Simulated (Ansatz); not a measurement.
The cell is Ga4As3N as one 8-atom ordering (Amm2) on the zincblende lattice; cell and atoms were relaxed with r2SCAN. Space group Amm2 (No. 38), orthorhombic; a = 3.809 Å, b = 7.648 Å, c = 10.772 Å in the conventional setting, 19.61 Å³ an atom. N is surrounded by 4 Ga at 2.03–2.21 Å; As is surrounded by 4 Ga at 2.35–2.50 Å; As is surrounded by 4 Ga at 2.36–2.45 Å; Ga is surrounded by 2 N at 2.21 Å and 2 As at 2.50 Å; Ga is surrounded by 1 N at 2.03 Å and 3 As at 2.43–2.45 Å; Ga is surrounded by 4 As at 2.35–2.36 Å.

The questions ask for values computed with Ansatz on this geometry. The cell comes from a prototype generator: it can be a known phase or a hypothetical one. No magnetic order is allowed.

Given (6×4×4 mesh): PBE gives no gap: the lowest nominally empty band dips 0.26 eV below the top of the last filled one (its bottom at Γ–Z (0.30 of the way from Γ), the top at Γ), so the cell is a metal or semimetal at this level.

(1) How does the gap change from PBE to PBE+SOC (6×4×4)?

(2) What does r2SCAN give for the gap (6×4×4 mesh)?

(3) What do these levels agree on?

## Answers

(1) PBE+SOC gives no gap: the lowest nominally empty band dips 0.23 eV below the top of the last filled one (its bottom at Γ–Z (0.30 of the way from Γ), the top at Γ), so the cell is a metal or semimetal at this level.

(2) With r2SCAN the bands overlap by 0.23 eV (counted from 1, band 51 peaks at Γ and band 52 bottoms out at Γ–Z (0.20 of the way from Γ)): no gap.

(3) No level opens a gap, but no hybrid is among them, and semilocal functionals can close a real gap.

Only the levels marked +SOC include spin-orbit coupling.

Where an edge lies off the special points, it is a point of the mesh or the k point where a search put PBE's edge or least direct gap, reused for the other functionals, whose own edges may lie a little apart.
